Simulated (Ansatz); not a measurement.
SnSe:
```
SnSe
1.0
    0.00000     3.00747     3.00747
    3.00747     0.00000     3.00747
    3.00747     3.00747     0.00000
Sn Se
1 1
Direct
  0.00000   0.00000   0.00000
  0.50000   0.50000   0.50000
```

Relaxed with r²SCAN. Special points in fractions of this cell's reciprocal vectors: Γ (0.000, 0.000, 0.000); X (0.500, 0.000, 0.500); U (0.625, 0.250, 0.625); K (0.375, 0.375, 0.750); L (0.500, 0.500, 0.500); W (0.500, 0.250, 0.750).

**Question.** List the band energies nearest the Fermi level at these points for r²SCAN in the plane-wave PAW code Ansatz.

**Answer.** In eV from the Fermi level; about four levels below and three above (degenerate sets whole), none deeper than 8.9 eV; points with the same levels are listed once.

| k | below | above |
|---|---|---|
| Γ | -5.42 -2.83 -2.83 -2.83 | 4.19 4.19 4.19 |
| X | -6.53 -6.15 -4.30 -4.30 | 2.92 5.30 5.30 |
| U | -7.66 -5.73 -3.80 -2.96 | 3.11 3.41 5.26 |
| L | -8.77 -2.56 -2.56 -0.18 | 0.29 0.95 0.95 |
| W | -7.54 -5.37 -5.37 -1.29 | 1.26 4.70 4.70 |

Space group Fm-3m (rock salt). The workflow started from a Materials Project entry (that database holds measured and hypothetical structures alike); the Crystallography Open Database files this formula in space group No. 225, but the cells were not matched. It is not the phase usual at ambient conditions (space group No. 62). Symmetry was held in the r²SCAN relaxation; whether a distortion lowers the energy is not shown. The Fermi level of a semimetal is unsure by some 0.05 eV on such meshes. Spin–orbit coupling is left out wherever it is not named.

Potentials: the later of the program's two PAW sets.
